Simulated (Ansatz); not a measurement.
V₂O₅: computed property card

V$_{2}$O$_{5}$:
```yaml
crystal:
  lattice:
    - [6.16928, 0.00000, 0.00000]
    - [0.00000, 3.51936, 0.00000]
    - [-0.00001, 0.00000, 6.96361]
  atoms:
    - { symbol: V, position: [0.25921, 0.25000, 0.28152] }
    - { symbol: V, position: [0.74079, 0.75000, 0.71848] }
    - { symbol: V, position: [0.80616, 0.25000, 0.09785] }
    - { symbol: V, position: [0.19384, 0.75000, 0.90215] }
    - { symbol: O, position: [0.25880, 0.75000, 0.19593] }
    - { symbol: O, position: [0.74120, 0.25000, 0.80407] }
    - { symbol: O, position: [0.96155, 0.25000, 0.30167] }
    - { symbol: O, position: [0.03845, 0.75000, 0.69833] }
    - { symbol: O, position: [0.55684, 0.25000, 0.17397] }
    - { symbol: O, position: [0.44316, 0.75000, 0.82603] }
    - { symbol: O, position: [0.85675, 0.75000, 0.03205] }
    - { symbol: O, position: [0.14325, 0.25000, 0.96795] }
    - { symbol: O, position: [0.32424, 0.25000, 0.49787] }
    - { symbol: O, position: [0.67576, 0.75000, 0.50213] }
```

Space group P2_1/m (No. 11); conventional cell a = 6.169 Å, b = 3.519 Å, c = 6.964 Å, α = β = γ = 90.00°.

Method: LDA in the plane-wave PAW code Ansatz. Geometry: relaxed at this level of theory. Other levels are named where they apply.

**Cell and energy**

Volume per atom: 10.80 Å³
Density: 4.00 g/cm³
Formation energy from the elements (no fitted shifts): -2.35 eV/atom

**Electronic structure**

- Band gap = 1.42 eV (indirect)
- Valence-band maximum = on the A–E line, 94 % of the way from A (k = -0.500, 0.469, -0.500 in fractions of the reciprocal vectors)
- Conduction-band minimum = at B (k = 0.000, 0.000, 0.500 in fractions of the reciprocal vectors)
- Smallest direct gap on the standard path = 1.74 eV
- Hole effective mass = 1.9, 2.1, 2.8 mₑ (principal values)

**Dielectric response**

- Electronic dielectric constant ε∞ (DFPT) = 7.43 (xx), 8.52 (yy), 4.84 (zz)
- Static dielectric constant ε0 (ions relaxed, cell fixed) = 33.3 (xx), 54.7 (yy), 6.91 (zz)
- Born charges (a third of the trace) = V +5.72 to +5.95, O -2.97 to -1.18 e

**Phonons**

* **Highest zone-centre frequency (without LO–TO term)**: 1084 cm^-1
* **Zone-centre stability**: no imaginary mode at Γ
* **Dynamical stability on the path**: unstable, down to 25i cm⁻¹

The workflow started from a Materials Project entry (that database holds measured and hypothetical structures alike); the Crystallography Open Database copy checked does not list it. COD files the formula under space group No. 31, 59. Its standing as an ambient phase is unchecked. The LDA relaxation kept the symmetry of its start. The run is not spin-polarised. No Hubbard U is applied. A crystal of weakly bound layers computed without a dispersion correction: the cell and the soft elastic constants depend strongly on that. The references are the lowest solids computed at this level, not always the standard phases (solids in place of the gases).

Potentials: the later of the program's two PAW sets.
